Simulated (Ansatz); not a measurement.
The relaxed structure here is a generated cell of Y2Ge: the first start was made by placing the elements on the sites of a structure type, and the end was not matched to a known phase here, so it may be hypothetical.

The end point of a relaxation of Y2Ge. Space group Fd-3m (No. 227), AFLOW prototype AB2_cF48_227_c_e (as in Ti2C). Level of theory: r2SCAN (plane waves to 500 eV, PAW, scalar-relativistic; Ansatz, a program for electronic structure).

Space group Fd-3m, origin choice 1 (No. 227); a = 11.4361 Å, b = 11.4361 Å, c = 11.4361 Å, α = 90.00°, β = 90.00°, γ = 90.00°

| atom | site | symmetry | x | y | z |
|---|---|---|---|---|---|
| Ge | 16c | .-3m | 0.1250 | 0.1250 | 0.1250 |
| Y | 32e | .3m | 0.3742 | 0.3742 | 0.3742 |
(The calculation used a cell of 12 atoms; values per cell refer to that cell.)

For Y2Ge, the volume per atom is 31.16 Å³ and the band gap is zero (metallic). The shortest distances comes out as Ge–Y 2.85 Å and the k-mesh is 6×6×6.

Band energies at high-symmetry points (eV from the Fermi level; labels of this space group; no spin-orbit coupling), from −5 eV up to 2.4 eV:

| point | energies |
|---|---|
| Γ | -3.23 -3.08 -3.08 -3.08 -1.82 -1.82 -1.78 -0.70 -0.70 -0.70 -0.45 -0.45 -0.45 -0.31 -0.31 -0.31 -0.16 -0.16 -0.11 0.22 1.72 1.72 1.84 1.84 1.84 |
| X | -2.93 -2.93 -2.37 -2.37 -1.91 -1.91 -1.53 -1.53 -1.42 -1.42 -0.79 -0.79 -0.40 -0.40 0.03 0.03 0.42 0.42 0.67 0.67 1.14 1.14 1.28 1.28 1.37 1.37 |
| U | -3.08 -2.85 -2.27 -2.26 -2.17 -1.94 -1.66 -1.43 -1.43 -1.15 -0.91 -0.59 -0.52 -0.38 -0.25 -0.04 0.53 0.53 0.76 0.88 0.92 1.10 1.19 1.50 1.51 1.77 2.15 |
| K | -3.08 -2.85 -2.27 -2.26 -2.17 -1.94 -1.66 -1.43 -1.43 -1.15 -0.91 -0.59 -0.52 -0.38 -0.25 -0.04 0.53 0.53 0.76 0.88 0.92 1.10 1.19 1.50 1.51 1.77 2.15 |
| L | -3.37 -2.56 -2.53 -2.53 -2.01 -1.91 -1.91 -1.51 -1.51 -0.68 -0.59 -0.35 -0.35 -0.29 -0.18 -0.18 -0.11 0.45 0.45 0.85 0.95 1.63 1.63 1.82 1.82 2.24 2.24 |
| W | -2.96 -2.96 -2.34 -2.34 -1.80 -1.80 -1.79 -1.79 -1.19 -1.19 -0.80 -0.80 -0.46 -0.46 -0.20 -0.20 0.77 0.77 0.81 0.81 1.00 1.00 1.08 1.08 1.79 1.79 2.23 2.23 |

No spin polarisation in the result.

The run could not lose the symmetry of its start: the end is stationary, and may be a saddle point rather than a minimum.
